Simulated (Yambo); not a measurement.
Yambo run on AlClO (space group Pmmn, No. 59). The wavefunctions come from this Quantum ESPRESSO step (PBEsol, PseudoDojo standard norm-conserving files, scalar-relativistic):

```
&CONTROL
  calculation = 'nscf'
  pseudo_dir = './pseudo'
  outdir = './out'
/
&SYSTEM
  ibrav = 0
  nat = 6
  ntyp = 3
  ecutwfc = 84.0
  ecutrho = 336.0
  occupations = 'fixed'
  force_symmorphic = .true.
  nbnd = 166
/
&ELECTRONS
  conv_thr = 6.000000000000001e-09
  diago_full_acc = .true.
  diago_thr_init = 1e-08
/
ATOMIC_SPECIES
O 15.9990 O.upf
Al 26.9815 Al.upf
Cl 35.4500 Cl.upf
CELL_PARAMETERS angstrom
  3.147295269000   0.000000000000   0.000000000000
  0.000000000000   3.633276204000   0.000000000000
  0.000000000000   0.000000000000   7.845072982000
ATOMIC_POSITIONS crystal
O   0.500000000000   0.500000000000   0.950188746900
O   0.000000000000   0.000000000000   0.049811253100
Al   0.500000000000   0.000000000000   0.894560988900
Al   0.000000000000   0.500000000000   0.105439011100
Cl   0.000000000000   0.000000000000   0.680633241700
Cl   0.500000000000   0.500000000000   0.319366758300
K_POINTS automatic
4 4 2 0 0 0
```

Yambo input:

```
rim_cut
gw0
dyson
el_el_corr
HF_and_locXC
ppa
em1d
RandQpts= 1000000
RandGvec= 1 Ry
EXXRLvcs= 84 Ry
VXCRLvcs= 336 Ry
Chimod= "HARTREE"
% BndsRnXp
 1 | 165 |
%
NGsBlkXp= 8 Ry
% LongDrXp
 1.0 | 1.0 | 1.0 |
%
PPAPntXp= 27.2114 eV
% GbndRnge
 1 | 165 |
%
GTermKind= "BG"
DysSolver= "n"
ExtendOut
% QPkrange
 1 | 1 | 16 | 17 |
 5 | 5 | 16 | 17 |
 6 | 6 | 16 | 17 |
 13 | 13 | 16 | 17 |
 14 | 14 | 16 | 17 |
 17 | 17 | 16 | 17 |
 18 | 18 | 16 | 17 |
%
```

k points by index: 1 = Γ, 5 = (0, -0.5, 0), 6 = (0, -0.5, -0.5), 13 = (-0.5, 0, 0), 14 = (-0.5, 0, -0.5), 17 = (-0.5, -0.5, 0), 18 = (-0.5, -0.5, -0.5).

The o-*.qp file then holds:

```
#    K-point    Band    Eo [eV]    E [eV]    E-Eo [eV]    Vxc [eV]    Vnlxc [eV]    Sc|Eo [eV]    Sc|E [eV]    dSc/dw|Eo [eV]    Re(Z)    Im(Z)
#
    1    16    -0.202861    -1.910474    -1.707614    -15.74058    -20.11602    2.289412    2.667824    -6.029821    0.818603    -0.001022
    1    17    5.671314    6.620859    0.949545    -11.60093    -6.881680    -3.600169    -3.769703    -4.857965    0.848516    -0.894603E-3
    5    16    -0.230288    -2.025467    -1.795178    -14.89519    -19.09774    2.015476    2.407377    -5.940167    0.820817    -0.001009
    5    17    7.576211    8.711194    1.134983    -10.65939    -5.556258    -3.764954    -3.968151    -4.871185    0.848166    -0.001148
    6    16    -0.230933    -2.026333    -1.795401    -14.89254    -19.09501    2.015150    2.407068    -5.939701    0.820828    -0.001009
    6    17    7.707571    8.928271    1.220699    -11.54264    -6.350727    -3.744705    -3.971210    -5.048825    0.843496    -0.882755E-3
    13    16    0.000000    -1.916678    -1.916678    -14.55733    -19.11488    2.212084    2.640869    -6.087243    0.817191    -0.001057
    13    17    6.871969    8.120224    1.248255    -11.66684    -6.693626    -3.494038    -3.724961    -5.033671    0.843892    -0.937400E-3
    14    16    -0.001566    -1.918393    -1.916827    -14.55192    -19.10898    2.211498    2.640238    -6.086131    0.817218    -0.001055
    14    17    6.875295    8.128700    1.253406    -11.79502    -6.801830    -3.506229    -3.739785    -5.070139    0.842939    -0.950418E-3
    17    16    -0.736754    -2.397570    -1.660816    -16.81243    -21.95249    3.092149    3.479242    -6.341850    0.810990    -0.001151
    17    17    7.326844    8.279767    0.952924    -9.243203    -4.657893    -3.477445    -3.632386    -4.424090    0.860153    -0.815502E-3
    18    16    -0.810643    -2.512450    -1.701807    -16.39533    -21.52172    3.029585    3.424588    -6.315625    0.811624    -0.001026
    18    17    7.019274    8.258196    1.238923    -10.94632    -5.934604    -3.549109    -3.772789    -4.912513    0.847075    -0.911832E-3
```
(The two width columns are left out.) Convergence of these settings isn't established.

Geometry relaxed with PBE+D3(BJ).
